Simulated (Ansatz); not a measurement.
Given:

Starting cell, CsPbBr₃ (cubic perovskite):

```
CsPbBr3
1.0
    6.00278     0.00000     0.00000
    0.00000     6.00278     0.00000
    0.00000     0.00000     6.00278
Cs Pb Br
1 1 3
Direct
  0.00000   0.00000   0.00000
  0.50000   0.50000   0.50000
  0.00000   0.50000   0.50000
  0.50000   0.50000   0.00000
  0.50000   0.00000   0.50000
```

Scan: atom 1 (Cs, nearest neighbour Br at 4.245 Å; its periodic images, 6.0 Å or more away, move with it) is displaced along Cartesian [110], direction (0.707, 0.707, 0.000) in Cartesian axes, by s. The other atoms stay.

Method: PBE (plane waves to 420 eV, PAW, scalar-relativistic; Ansatz, an electronic-structure program). k mesh 5×5×5 (Γ-centred), Fermi-Dirac smearing 0.05 eV. The energy includes the smearing's −TS. CsPbBr3 was relaxed with its symmetry unable to fall. Spin-orbit coupling is left out, though Pb is heavy. This is a high-temperature form of CsPbBr3. The zero of ΔE is the undisplaced structure.

The scan covers s from -1.270 to 1.270 Å in 11 points.

Q: Is the energy the same for equal positive and negative displacements?

A: Even: the same for both signs. With its periodic images moving along, the atom's site symmetry in this cell is m-3m.

Q: What force acts on the atom along the line at s = -1.270 Å?

A: 1.83 eV/Å.

Q: What is the energy change at s = 1.270 Å?

A: 489 meV/cell.

(A displaced cell: forces are minus the slopes of the energy, force constants its curvatures, and phonons follow from these.)
